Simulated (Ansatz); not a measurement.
## GeF5: from a guess to a relaxed structure

All numbers below come from Ansatz, DFT PBE, scalar-relativistic, plane waves, PAW. Cutoff 420 eV, Gaussian smearing, Γ-centred meshes. Cell and atoms relax first on a coarse mesh and then on a finer one. In between, the cell is made exact in the group found at 0.06 Å. In metals the finer mesh still leaves noise of several meV/atom or more. The steps can't lower the symmetry of their start. No spin polarisation.

The cell of GeF5 is invented: random cell by space group and Wyckoff sites (R-3m, No. 166). Lengths were set from tabulated atomic sizes, so they are only a guess.

```cif
data_structure
_symmetry_space_group_name_H-M 'R-3m:H'
_symmetry_Int_Tables_number 166
_cell_length_a 5.3577
_cell_length_b 5.3577
_cell_length_c 9.1111
_cell_angle_alpha 90.000
_cell_angle_beta 90.000
_cell_angle_gamma 120.000
_cell_volume 226.49
loop_
_atom_site_label
_atom_site_type_symbol
_atom_site_symmetry_multiplicity
_atom_site_Wyckoff_symbol
_atom_site_fract_x
_atom_site_fract_y
_atom_site_fract_z
_atom_site_occupancy
Ge1 Ge 3 a 0.00000 0.00000 0.00000 1
F1 F 9 d 0.16667 0.33333 0.83333 1
F2 F 6 c 0.33333 0.66667 0.87525 1
```

The zero of energy is the elements' standard structures at the same level (F₂ as a molecule); no fitted shifts are applied.

Task: Describe the relaxed structure.

Result: The symmetry stays R-3m (No. 166). The volume per atom shrinks by 7.1 %, from 12.6 to 11.7 Å³. The shortest distance goes from 1.59 Å (F–F) to 1.42 Å (F–F). The ratio c/a of the conventional cell changes by a factor of 0.82. The energy falls by about 2.3 eV/atom (the start's value is from the coarse mesh). The end is written in a standard setting, so origin, axes and order of atoms can differ from the start's. Conventional cell: a = 5.579 Å, c = 7.804 Å. Ge has 6 F at 2.07 Å; F on a site of symmetry 2/m has 2 Ge at 2.07 Å; F on a site of symmetry 3m has 1 F at 1.42 Å.

```xyz
6
Lattice="2.7894 1.6104 2.6013 -2.7894 1.6104 2.6013 0.0000 -3.2209 2.6013" Properties=species:S:1:pos:R:3 pbc="T T T"
Ge    0.0000    0.0000    0.0000
F     0.0000   -1.6104    1.3007
F     1.3947    0.8052    1.3007
F    -1.3947    0.8052    1.3007
F     0.0000    0.0000    3.1943
F     0.0000    0.0000    4.6097
```

Task: Give its energy and gap.

Result: The formation energy is −1.27 eV/atom. The gap on the 12×12×12 mesh of the 6-atom cell is 0 eV (a metal).

A negative formation energy is needed for stability but isn't enough: competing phases decide.

The last run used Gaussian smearing of 0.10 eV. An odd number of electrons in the primitive cell allows no gap without spin; a larger cell or a magnetic state could open one. A structure relaxed within its symmetry needn't be a true minimum.
